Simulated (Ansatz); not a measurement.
The cell of BeSi is invented: random cell by space group and Wyckoff sites (I-4m2, No. 119). Lengths were set from tabulated atomic sizes, so they are only a guess.

```xyz
4
Lattice="-1.9701 1.9701 3.0992 1.9701 -1.9701 3.0992 1.9701 1.9701 -3.0992" Properties=species:S:1:pos:R:3 pbc="T T T"
Be    0.0000    0.0000    0.9522
Be    0.0000    0.0000    5.2463
Si    0.0000    0.0000    3.0992
Si    0.0000    1.9701    1.5496
```

Level of theory: DFT PBE, scalar-relativistic, plane waves, PAW (Ansatz). Cutoff 420 eV, Gaussian smearing, Γ-centred meshes. Cell and atoms relax first on a coarse mesh and then on a finer one. In between, the cell is made exact in the group found at 0.06 Å. In metals the finer mesh still leaves noise of several meV/atom or more. The steps can't lower the symmetry of their start. No spin polarisation.

A guess keeps its type if space group and coordination stay and the shape of the cell changes little (axis ratios within about 15 %, angles within 6°); the volume may change.

Q: Does this structure survive the relaxation?

A: It doesn't keep its type. The symmetry stays I-4m2 (No. 119). The volume per atom grows by 7.4 %, from 12.0 to 12.9 Å³. The shortest distance goes from 1.90 Å (Be–Be) to 2.04 Å (Be–Be). The ratio c/a of the conventional cell changes by a factor of 2.12. Counting neighbours within 15 % of an atom's shortest distance, the start has Be 4, Si 2/4 and the end Be 3, Si 4/8. In detail, at the end around Be lie 1 Be at 2.04 Å, 2 Si at 2.24 Å and 4 Si at 2.45 Å; around Si on its first site lie 8 Be at 2.45 Å and 8 Si at 3.05–3.14 Å; around Si on its second site lie 4 Be at 2.24 Å and 8 Si at 3.05–3.14 Å.

```xyz
4
Lattice="-1.5709 1.5709 5.2365 1.5709 -1.5709 5.2365 1.5709 1.5709 -5.2365" Properties=species:S:1:pos:R:3 pbc="T T T"
Be    0.0000    0.0000    1.0216
Be    0.0000    0.0000    9.4514
Si    0.0000    0.0000    5.2365
Si    0.0000    1.5709    2.6183
```

Energies over the elements count from the elements' standard structures at the same level, with no fitted energy shifts.

Q: At what energy does it end?

A: +0.48 eV/atom. The separate elements lie lower, so it is unstable against them.

The last run used a 20×20×20 mesh for its 4-atom cell and Gaussian smearing of 0.10 eV. A structure relaxed within its symmetry needn't be a true minimum.

In counts of neighbours, a slash parts the counts of unlike sites.
